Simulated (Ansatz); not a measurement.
Electric field gradients in CsMgPH12O10

The cell is a refined structure from the COD whose atoms were relaxed with PBE, the cell held.

Space group F-43m (No. 216); a = 10.0308 Å.

| site | Wyckoff | site symmetry | x | y | z |
| --- | --- | --- | --- | --- | --- |
| Cs | 4c | -43m | 0.7500 | 0.2500 | 0.7500 |
| Mg | 4a | -43m | 0.0000 | 0.0000 | 0.0000 |
| H | 48h | ..m | 0.2632 | 0.4416 | 0.5584 |
| P | 4d | -43m | 0.2500 | 0.7500 | 0.2500 |
| O16 | 24f | 2.mm | 0.2072 | 0.5000 | 0.5000 |
| O22 | 16e | .3m | 0.3398 | 0.6602 | 0.3398 |

One atom of each set is listed; the run and its k-mesh use a cell of 25 atoms with edges of 7.09, 7.09, 7.09 Å.

The numbers come from a DFT calculation in Ansatz (PBE, plane waves and PAW, scalar-relativistic, 420 eV cutoff, Γ-centred 4×4×4 k-points, Fermi–Dirac smearing 0.02 eV).

V_zz is the principal component of the electric field gradient with the largest magnitude, η = (V_xx − V_yy)/V_zz and C_Q = eQV_zz/h.

¹³³Cs: I = 7/2, Q = -3.430 mb; ²⁵Mg: I = 5/2, Q = 199.4 mb; H-2: I = 1, Q = 2.858 mb; ¹⁷O: I = 5/2, Q = -25.58 mb. Q values from Pyykkö, Mol. Phys. 116, 1328 (2018).

| site | atoms | first shell | V_zz (10²¹ V/m²) | η | C_Q (MHz) |
| --- | --- | --- | --- | --- | --- |
| Cs | 1 | 12 O at 3.57 Å | 0.00 | – | 0 |
| Mg | 1 | 6 O at 2.08 Å | 0.00 | – | 0 |
| H | 12 | 1 O at 1.00 Å; also 1 O at 1.64 Å | 2.79 | 0.15 | 0.193 |
| P | 1 | 4 O at 1.56 Å | 0.00 | – | – |
| O16 | 6 | 2 H at 1.00 Å, 1 Mg at 2.08 Å | -12.31 | 0.80 | 7.61 |
| O22 | 4 | 1 P at 1.56 Å; also 3 H at 1.64 Å | 8.75 | 0.00 | -5.41 |

An axis of threefold or higher order runs through O22, so V_zz lies along it and η is zero. Cs, Mg and P sit on a cubic site, where every gradient vanishes. At H V_zz points along its bond to O (within 1°).

P has no stable isotope with a ground-state quadrupole moment in the table, so no C_Q is given.

The lattice is static: at room temperature water may turn and average the couplings of its hydrogen. The entry's hydrogen positions were far off; the other atoms hardly move on relaxation.
